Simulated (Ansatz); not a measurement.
## Structure relaxation, Au

The start is a relaxed Au cell, doubled along one cell vector, shaken by Gaussian noise of σ = 0.08 Å a coordinate. Cell shape, volume and atoms are optimised at zero target pressure with PBEsol (plane waves to 420 eV, PAW, scalar-relativistic; Ansatz, a quantum-chemistry and plane-wave program). The first steps use a coarse 9×9×5 k-mesh.

Starting cell:
```
CELL_PARAMETERS angstrom
      0.00000     3.01231     3.01231
      3.01231     0.00000     3.01231
      6.02462     6.02462     0.00000
ATOMIC_POSITIONS crystal
  Au 0.75910 0.72407 0.37041
  Au 0.76247 0.75779 0.87531
  Au 0.49968 0.55256 0.24063
  Au 0.51396 0.50539 0.75833
```

**Question.** How much energy is released per atom?

**Answer.** 1.02 eV/atom.

**Question.** Is the parent structure recovered?

**Answer.** It does not go back: it reaches Fm-3m (No. 225), fcc (Cu type), 0.94 eV/atom below the parent.

**Question.** What band gap does the relaxed structure have at this level?

**Answer.** No gap (metallic).

**Question.** Give the final cell and atomic positions.

**Answer.** 
```cif
data_Au4
_chemical_formula_sum 'Au4'
_space_group_name_H-M_alt 'Fm-3m'
_space_group_IT_number 225
_space_group_name_Hall '-F 4 2 3'
_cell_length_a 4.08282
_cell_length_b 4.08282
_cell_length_c 4.08282
_cell_angle_alpha 90.000
_cell_angle_beta 90.000
_cell_angle_gamma 90.000
loop_
_atom_site_label
_atom_site_type_symbol
_atom_site_symmetry_multiplicity
_atom_site_Wyckoff_symbol
_atom_site_fract_x
_atom_site_fract_y
_atom_site_fract_z
_atom_site_occupancy
Au1 Au 4 b 0.50000 0.50000 0.50000 1
```
(The calculation used a cell of 1 atom; values per cell refer to that cell.)

Final values are on a 22×22×22 k-mesh of the relaxed cell. No spin polarisation in the result.

Of the parent cell (Fd-3m (No. 227)): it is a generated cell of Au: the first start was made by placing the elements on the sites of a structure type, and the end was not matched to a known phase here, so it may be hypothetical. Known forms of Au include space group No. 225.
